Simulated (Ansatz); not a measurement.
LiNbO3 in space group R-3 (No. 148; Li on 6c, Nb on 6c, O on 18f), the program Ansatz at the r²SCAN level (PAW), all energies at zero smearing, with the estimated change up to a 700 eV cutoff added, with one set of potentials and settings (totals compare only within such a set). Cell of 10 atoms (2 Li, 2 Nb, 6 O): -12961.171 eV.

```tsv
element	reference phase	E (eV/atom)
Li	Fm-3m, 1 atoms in the cell	-205.1371
Nb	Im-3m, 1 atoms in the cell	-4563.6587
O	C2/m, 4 atoms in the cell, spin-polarised	-566.0346
```

Formation energy per atom, worked out: (-12961.171 − 2×(-205.1371) − 2×(-4563.6587) − 6×(-566.0346))/10 = -2.737 eV/atom (-264 kJ per mol of atoms), at 0 K, without zero-point energy or fitted corrections.

The first step of the workflow began from a Materials Project structure, measured or hypothetical; the Crystallography Open Database files this formula in space group No. 148, but the cells were not matched. It is not the phase usual at ambient conditions (space group No. 161). The r²SCAN relaxation kept the symmetry of its start; whether a distortion lowers the energy is not shown. The run is not spin-polarised. The references are the lowest solids computed at this level, not always the standard phases (solids in place of the gases).

Potentials: the earlier of the program's two PAW sets. The files were generated under PBE; for other functionals the program regenerates the frozen cores, and for LDA and PBEsol the local potential too.
